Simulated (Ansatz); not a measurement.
SiGe in space group P4_2/mmc (No. 131; Ge on 2c, Si on 2e), PBE (plane waves, PAW; program Ansatz), all energies at zero smearing, with the estimated change up to a 700 eV cutoff added, with one set of potentials and settings (totals compare only within such a set). Cell of 4 atoms (2 Ge, 2 Si): -9859.344 eV.

| element | reference phase | E (eV/atom) |
|---|---|---|
| Ge | Fd-3m, 2 atoms in the cell | -4294.9847 |
| Si | Fd-3m, 2 atoms in the cell | -635.8096 |

Formation energy per atom, worked out: (-9859.344 − 2×(-4294.9847) − 2×(-635.8096))/4 = 0.561 eV/atom (54 kJ per mol of atoms), at 0 K, without zero-point energy or fitted corrections.

The cell is a constructed one: a structure type filled with these elements; neither database checked (COD, Materials Project) lists it. Whether it is the stable phase at ambient conditions was not checked. Symmetry was held in the PBE relaxation; whether a distortion lowers the energy is not shown. The references are the lowest solids computed at this level, not always the standard phases.

Potentials: the later of the program's two PAW sets.
